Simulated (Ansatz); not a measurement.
GaAs:
```
CELL_PARAMETERS angstrom
      7.02321     0.00000     0.00000
      0.00000     7.02321     0.00000
      0.00000     0.00000     4.06158
ATOMIC_POSITIONS crystal
  Ga 0.32395 0.67605 0.00000
  Ga 0.67605 0.32395 0.00000
  Ga 0.82395 0.82395 0.50000
  Ga 0.17605 0.17605 0.50000
  As 0.31820 0.31820 0.00000
  As 0.68180 0.68180 0.00000
  As 0.18180 0.81820 0.50000
  As 0.81820 0.18180 0.50000
```

DFT-PBE in the program Ansatz with PAW potentials gives a gap of 0.21 eV without spin–orbit coupling, maximum on the M–Γ line, 91 % of the way from M, minimum at Γ.

### Question
What happens when spin–orbit coupling is switched on?

### Answer
The gap shrinks by 0.10 eV, to 0.11 eV; maximum at Γ, minimum at Γ.

### Question
Give the electron effective mass with spin–orbit coupling.

### Answer
0.011, 0.011, 0.014 mₑ (principal values).

### Question
Give the hole effective mass with spin–orbit coupling.

### Answer
0.015, 0.015, 0.99 mₑ (principal values).

Space group P4_2/mnm. The start of the workflow was typed in or built on a structure type; neither database checked (COD, Materials Project) lists it. It is not the phase usual at ambient conditions (space group No. 216). The PBE relaxation kept the symmetry of its start; whether a distortion lowers the energy is not shown. The volume moved by 22 % from the start of the relaxation.

Potentials: the later of the program's two PAW sets.
